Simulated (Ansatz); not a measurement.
**Relaxing a structure of AlNi**

The start is a generated trial cell of AlNi in the AFLOW prototype AB_oP4_59_a_b (as in CuTe). A full variable-cell relaxation at zero pressure is run with PBEsol (plane waves to 420 eV, PAW, scalar-relativistic; Ansatz, an electronic-structure program). The first steps use a coarse 12×10×6 k-mesh.

The start:
```
AlNi
1.0
    2.58961     0.00000     0.00000
    0.00000     3.36238     0.00000
    0.00000     0.00000     5.71358
Al Ni
2 2
Cartesian
  0.00000   0.00000   0.29139
  1.29480   1.68119   5.42219
  0.00000   1.68119   1.58266
  1.29480   0.00000   4.13092
```
Spin-polarised start, with parallel moments on Ni.

- Initial pressure = +51.7 GPa (positive: the cell is compressed)
- Largest initial force = 3.88 eV/Å, on Ni3, Ni4 (atoms numbered as listed)
- Outcome = The space group stays Pmmn (No. 59) (the run could not lower it), with 4 atoms in the primitive cell
- Moments at the end = zero (the starting moments vanished)
- Optimiser moves = 20

The end point of the relaxation:

Space group Pmmn, origin choice 1 (No. 59); a = 2.674 Å, b = 4.353 Å, c = 4.175 Å, α = 90.00°, β = 90.00°, γ = 90.00°

```json
[
 {"atom": "Al", "site": "2a", "symmetry": "mm2", "x": "0.0000", "y": "0.0000", "z": "0.1157"},
 {"atom": "Ni", "site": "2b", "symmetry": "mm2", "x": "0.0000", "y": "0.5000", "z": "0.3932"}
]
```

Final values are on a 17×11×11 k-mesh of the relaxed cell. No spin polarisation in the result: the starting moments vanished. A magnetic state may lie lower.

The run could not lose the symmetry of its start, so the end can be a saddle point.

The relaxed structure here is a generated cell of AlNi: the first start was made by placing the elements on the sites of a structure type, and the end was not matched to a known phase here, so it may be hypothetical. Known forms of AlNi include space group No. 221.
